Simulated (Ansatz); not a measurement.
A generated cell, not matched to a known phase here, of Al3GaN4: R3m, hexagonal axes (No. 160), hR8; a = b = 3.1126 Å, c = 30.5030 Å, α = β = 90.00°, γ = 120.00°. These are r2SCAN (plane waves to 500 eV, PAW, scalar-relativistic; Ansatz, a first-principles code) values and carry that method's errors. Element references, the lowest calculated here: Ga (Cmce), N (Pa-3), Al (Fm-3m); gases are represented by their molecular solids.

Task: What formation energy of this R3m form of Al3GaN4 from the elements does r2SCAN give?

Result: -1.35 eV/atom.

Task: How does this cell stand against the other phases calculated?

Result: It lies 0.02 eV/atom above their hull: Al3GaN4 → 3 AlN + GaN (GaN P6₃mc, AlN P6₃mc) releases that much. A lower structure of this composition may exist.

Hull of the energies calculated here, no anion corrections, zero temperature, no zero-point energy; an uncalculated phase could lie lower. Values are rounded to 0.01 eV/atom. Not shown to be the ambient phase of their composition (a lower form may be missing, and a cell relaxed within its start's symmetry can be a saddle point): Al3GaN4 (R3m). The compounds carry no spin polarisation.
